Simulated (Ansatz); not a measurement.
SrAs2O6:
```cif
data_As2O6Sr
_chemical_formula_sum 'Sr1 As2 O6'
_space_group_name_H-M_alt 'P-31m'
_space_group_IT_number 162
_space_group_name_Hall '-P 3 2'
_cell_length_a 4.87126
_cell_length_b 4.87126
_cell_length_c 5.46042
_cell_angle_alpha 90.000
_cell_angle_beta 90.000
_cell_angle_gamma 120.000
loop_
_atom_site_label
_atom_site_type_symbol
_atom_site_symmetry_multiplicity
_atom_site_Wyckoff_symbol
_atom_site_fract_x
_atom_site_fract_y
_atom_site_fract_z
_atom_site_occupancy
Sr1 Sr 1 a 0.00000 0.00000 0.00000 1
As1 As 2 d 0.33333 0.66667 0.50000 1
O1 O 6 k 0.38289 0.38289 0.69000 1
```

Relaxed with r²SCAN.

Q: Tabulate the valence density and the electron localisation function along the shortest As–As contact (2.81 Å), DFT-r²SCAN in the program Ansatz with PAW potentials.

A: 

```tsv
distance from As (Å)	density (e/Å³)	ELF
0.28	19.53	0.11
0.42	9.78	0.18
0.56	3.95	0.30
0.70	1.50	0.37
0.84	0.72	0.33
0.98	0.50	0.24
1.12	0.41	0.16
1.27	0.36	0.11
1.41	0.35	0.10
1.55	0.36	0.11
1.69	0.41	0.16
1.83	0.50	0.24
1.97	0.72	0.33
2.11	1.50	0.37
2.25	3.95	0.30
2.39	9.78	0.18
2.53	19.53	0.11
```

The density is the valence pseudo-density with augmentation charge, so density and ELF within about 1 Å of a nucleus are not all-electron values.

The first step of the workflow began from a Materials Project structure, measured or hypothetical; the Crystallography Open Database copy checked does not list it. Whether it is the stable phase at ambient conditions was not checked. Symmetry was held in the r²SCAN relaxation; whether a distortion lowers the energy is not shown.

Potentials: the later of the program's two PAW sets.
